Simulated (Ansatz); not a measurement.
Hf2C (P4/nmm), relaxed with PBEsol (Ansatz, a quantum-chemistry and plane-wave program, plane waves, PAW): a = b = 3.584 Å, c = 6.795 Å, α = β = γ = 90.00°.

```
Property              Result
--------------------  ------
ΔH_f (eV/atom)          0.10
B₀ by P(V) fit (GPa)     178
```

### Question
The same phase is relaxed and computed with r²SCAN in the same code. What are the cell and these values now?

### Answer
a = 3.6064 Å, b = 3.6064 Å, c = 6.8542 Å, α = 90.00°, β = 90.00°, γ = 90.00°.

ΔH_f (eV/atom): 0.11
B₀ by P(V) fit (GPa): 175

Constructed cells (a structure type filled with these elements, in neither database checked): Hf2C, P4/nmm (Hf on 2a, Hf on 2c, C on 2c). All cells were relaxed under the symmetry of their starts (and spin orders); stability against distortions was not tested throughout. Rows with no word on spin ran without spin polarisation. Scalar-relativistic: spin–orbit coupling is off unless named, which matters more the heavier the elements.

Potentials: the later of the program's two PAW sets.

Ansatz is a plane-wave DFT program.

Formation energies count from the lowest solids of the elements computed at the same level, not from gases.
